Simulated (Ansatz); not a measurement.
## Energy against volume for Al (fcc, Cu type)

Al (fcc, Cu type), conventional cell a = 3.9920 Å, b = 3.9920 Å, c = 3.9920 Å, α = 90.00°, β = 90.00°, γ = 90.00°. The calculation uses the primitive cell of 1 atom, to which meshes and values per cell refer.

Equation-of-state scan: isotropic scaling of the cell above, V₀ being its volume. Symmetry pins the atoms to their sites.

Level of theory: r2SCAN (plane waves to 500 eV, PAW, scalar-relativistic; Ansatz, a program for electronic structure). k mesh 21×21×21 (Γ-centred), Fermi-Dirac smearing 0.05 eV. Energies are smeared free energies. Stress and pressure are positive under compression. On this mesh the relaxed cell isn't quite at rest: it carries a pressure of 0.1 GPa (compression positive) at the zero of the scan. Al was relaxed with its symmetry unable to fall. The zero of ΔE is the relaxed starting cell.

```
V (Å³/cell)  ΔE (eV/atom)  P (GPa)
-----------  ------------  -------
13.36               0.163     23.7
13.78               0.107     18.2
14.21               0.065     13.5
14.63               0.035      9.4
15.06               0.015      5.9
15.48               0.004      2.8
15.90               0.000      0.1
16.33               0.003     -2.2
16.75               0.011     -4.1
17.18               0.024     -5.8
17.60               0.042     -7.3
18.02               0.063     -8.6
18.45               0.087     -9.6
```

Read from the data:

- Pressure at the smallest volume: 23.7 GPa
- Energy cost of the largest compression: 163 meV/atom
- Energy cost of the largest expansion: 87 meV/atom
- Bulk modulus B₀ (third-order Birch-Murnaghan fit): 91.3 GPa
- Pressure derivative B₀′ (fit): 4.5
- Equilibrium volume of the fit: 15.93 Å³/atom
- Pressure for 5 % compression (fit): 5.3 GPa

(Under strain, the slope of the energy per volume gives the stress and its curvature an elastic modulus.)
